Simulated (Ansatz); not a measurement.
CaO (rock salt, Fm-3m), LDA in the plane-wave PAW code Ansatz: ε∞ = 3.88, cell volume 26.08 Å³. Infrared-active transverse modes:

```
ω_TO (cm⁻¹)  oscillator strength S_xx (e²/amu)
-----------  ---------------------------------
290.7                                   0.4933
```

Compute the static dielectric constant.

Each mode adds (4.921e7/V) S/ω²: 11.02. So ε0 = 14.9.

What LO frequency does the Lyddane–Sachs–Teller relation give?

ω_LO = ω_TO √(ε0/ε∞) = 569 cm⁻¹.

The LDA relaxation kept the symmetry of its start; phonons on a q-mesh show no instability.

Potentials: the earlier of the program's two PAW sets.
